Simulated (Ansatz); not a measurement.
## Zn3SeS2 (P3m1) at 2 levels of theory

One geometry, relaxed with PBE; plane waves with PAW potentials in Ansatz, scalar-relativistic. No spin polarisation. Gaps are the least over mesh and band path; pressure is positive in compression.

```
Zn Se S
1.0
     3.91728    0.00000    0.00000
    -1.95864    3.39246    0.00000
     0.00000    0.00000    9.59962
Zn Se S
3 1 2
Direct
  0.00000 0.00000 0.00959
  0.66667 0.33333 0.33349
  0.33333 0.66667 0.65651
  0.00000 0.00000 0.75144
  0.66667 0.33333 0.08742
  0.33333 0.66667 0.41156
```

```csv
level,cutoff (eV),k mesh,gap (eV),pressure (GPa)
PBE,420,12×12×4,1.43,0.0
```

Q: What comes out on the same cell with r2SCAN?

A:
```
 level  cutoff (eV)   k mesh  gap (eV)  pressure (GPa)
r2SCAN          500  12×12×4      1.98            -2.2
```

The structure comes from a generated guess; another structure or a mixture of phases may lie lower.
